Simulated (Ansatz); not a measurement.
Ag₂O:
```cif
data_Ag4O2
_chemical_formula_sum 'Ag4 O2'
_space_group_name_H-M_alt 'P 1'
_space_group_IT_number 1
_cell_length_a 4.70634
_cell_length_b 4.70634
_cell_length_c 4.70634
_cell_angle_alpha 90.000
_cell_angle_beta 90.000
_cell_angle_gamma 90.000
loop_
_space_group_symop_operation_xyz
  'x, y, z'
loop_
_atom_site_label
_atom_site_type_symbol
_atom_site_fract_x
_atom_site_fract_y
_atom_site_fract_z
_atom_site_occupancy
Ag1 Ag 0.75000 0.75000 0.75000 1
Ag2 Ag 0.75000 0.25000 0.25000 1
Ag3 Ag 0.25000 0.25000 0.75000 1
Ag4 Ag 0.25000 0.75000 0.25000 1
O1 O 0.00000 0.00000 0.00000 1
O2 O 0.50000 0.50000 0.50000 1
```

Relaxed with PBEsol.

Task: Tabulate the valence density and the electron localisation function along the shortest Ag–Ag contact (3.33 Å), PBEsol in the plane-wave PAW code Ansatz.

Result: 

```
distance from Ag (Å)  density (e/Å³)   ELF
--------------------  --------------  ----
0.33                           14.16  0.71
0.50                            8.61  0.60
0.67                            4.21  0.51
0.83                            1.65  0.42
1.00                            0.64  0.32
1.16                            0.30  0.24
1.33                            0.16  0.18
1.50                            0.11  0.12
1.66                            0.10  0.09
1.83                            0.11  0.12
2.00                            0.16  0.18
2.16                            0.30  0.24
2.33                            0.64  0.32
2.50                            1.65  0.42
2.66                            4.21  0.51
2.83                            8.61  0.60
3.00                           14.16  0.71
```

The density is the valence pseudo-density with augmentation charge, so density and ELF within about 1 Å of a nucleus are not all-electron values.

Space group Pn-3m. The PBEsol relaxation kept the symmetry of its start. At this level the phase is mechanically unstable. No spin polarisation was allowed.

Potentials: the later of the program's two PAW sets.
